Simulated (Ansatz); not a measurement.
InAs (zinc blende)

```yaml
crystal:
  lattice:
    - [0.00000, 3.09316, 3.09316]
    - [3.09316, 0.00000, 3.09316]
    - [3.09316, 3.09316, 0.00000]
  atoms:
    - { symbol: As, position: [0.75000, 0.75000, 0.75000] }
    - { symbol: In, position: [0.00000, 0.00000, 0.00000] }
```

In this cell atom 2 (In, nearest neighbour As at 2.679 Å; its periodic images, 4.4 Å or more away, move with it) is moved by s along Cartesian [111], unit vector (0.577, 0.577, 0.577); all other atoms and the cell stay fixed.

Computed with PBE (plane waves to 420 eV, PAW, scalar-relativistic; Ansatz, a first-principles code). k mesh 8×8×8 (Γ-centred), Fermi-Dirac smearing 0.05 eV. E stands for the smeared free energy. Left out: 1 of 11 points, with atoms too close for the PAW data. With partly filled bands, energies and forces of such displacements shift with the k mesh and the smearing. At this level the bands of InAs touch or barely overlap; measurements give the solid a gap. InAs was relaxed with its symmetry unable to fall. ΔE is measured from the undisplaced structure. The last digit holds for this mesh only.

```
s (Å)   ΔE (meV/cell)
------  -------------
-0.640         2829.0
-0.480         1300.1
-0.320       withheld
-0.160          100.7
0.000             0.0
0.160            71.0
0.320           236.9
0.480           436.3
0.640           624.7
0.800           767.0
```

### Question
Fit a polynomial form (powers 2, 3, 4) to the given rows and predict ΔE at s = -0.320.

### Answer
Least squares on the 9 given rows: ΔE = (3452)·s² + (-4194)·s³ + (1748)·s⁴, in meV/cell with s in Å; root-mean-square residual 20.50 meV/cell. At -0.320 the fit gives 509.2 meV/cell; the calculation gives 480.6 meV/cell, so the interpolation is off by 28.6 (+6.0 %). The quadratic term alone would give 353.5 meV/cell.

(A displaced cell: forces are minus the slopes of the energy, force constants its curvatures, and phonons follow from these.)
